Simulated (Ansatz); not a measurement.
SnPd:
```yaml
crystal:
  lattice:
    - [5.72052, 0.00000, 0.00000]
    - [-2.86026, 4.95411, 0.00000]
    - [0.00000, 0.00000, 4.47660]
  atoms:
    - { symbol: Pd, position: [0.00000, 0.50000, 0.00000] }
    - { symbol: Pd, position: [0.50000, 0.00000, 0.00000] }
    - { symbol: Pd, position: [0.50000, 0.50000, 0.00000] }
    - { symbol: Sn, position: [0.66667, 0.33333, 0.50000] }
    - { symbol: Sn, position: [0.33333, 0.66667, 0.50000] }
    - { symbol: Sn, position: [0.00000, 0.00000, 0.00000] }
```

Relaxed with PBE. Special points in fractions of this cell's reciprocal vectors: Γ (0.000, 0.000, 0.000); M (0.500, 0.000, 0.000); K (0.333, 0.333, 0.000); A (0.000, 0.000, 0.500); L (0.500, 0.000, 0.500); H (0.333, 0.333, 0.500).

Question: List the band energies nearest the Fermi level at these points for PBE (plane waves, PAW; program Ansatz).

Answer: In eV from the Fermi level; about four levels below and three above (degenerate sets whole), none deeper than 8.9 eV; points with the same levels are listed once.

| k | below | above |
|---|---|---|
| Γ | -2.29 -2.29 -2.12 -0.99 -0.97 | 0.59 0.59 2.50 |
| M | -2.38 -2.31 -2.30 -0.42 | 0.52 0.63 1.35 |
| K | -2.80 -2.80 -2.55 -1.93 -0.04 | 0.29 0.29 1.56 1.56 |
| A | -1.27 -1.27 -0.99 -0.43 -0.32 | 0.13 2.77 2.77 |
| L | -2.29 -1.51 -1.48 -0.30 | 0.42 2.75 3.75 |
| H | -2.40 -2.40 -1.88 -1.63 | 0.82 2.41 2.41 |

Space group P6/mmm. The start of the workflow was typed in or built on a structure type; neither database checked (COD, Materials Project) lists it. COD files the formula under space group No. 62, 194. Whether it is the stable phase at ambient conditions was not checked. The PBE relaxation kept the symmetry of its start; whether a distortion lowers the energy is not shown. No spin polarisation was allowed. Spin–orbit coupling is left out wherever it is not named.

Potentials: the earlier of the program's two PAW sets.
